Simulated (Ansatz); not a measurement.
MgTe:
```
CELL_PARAMETERS angstrom
      0.00000     3.25450     3.25450
      3.25450     0.00000     3.25450
      3.25450     3.25450     0.00000
ATOMIC_POSITIONS crystal
  Te 0.75000 0.75000 0.75000
  Mg 0.00000 0.00000 0.00000
```

Relaxed with PBE. Special points in fractions of this cell's reciprocal vectors: Γ (0.000, 0.000, 0.000); X (0.500, 0.000, 0.500); U (0.625, 0.250, 0.625); K (0.375, 0.375, 0.750); L (0.500, 0.500, 0.500); W (0.500, 0.250, 0.750).

Task: List the band energies nearest the valence-band maximum at these points for plane-wave PAW PBE (Ansatz code).

Result: In eV from the valence-band maximum; about four levels below and three above (degenerate sets whole), none deeper than 8.9 eV; points with the same levels are listed once.

```
k              below                above
-  -----------------  -------------------
Γ     0.00 0.00 0.00  2.33 5.44 5.44 5.44
X  -2.97 -1.14 -1.14  2.88 3.53 9.49 9.49
U  -2.73 -1.87 -0.92       3.47 5.17 7.81
L  -3.13 -0.40 -0.40       3.17 5.52 5.52
W  -2.63 -1.81 -1.39       4.58 5.54 6.14
```

Space group F-43m (zinc blende). The PBE relaxation kept the symmetry of its start; phonons on a q-mesh show no instability. Scalar-relativistic: spin–orbit coupling is off unless named, which matters more the heavier the elements.

Potentials: the later of the program's two PAW sets.
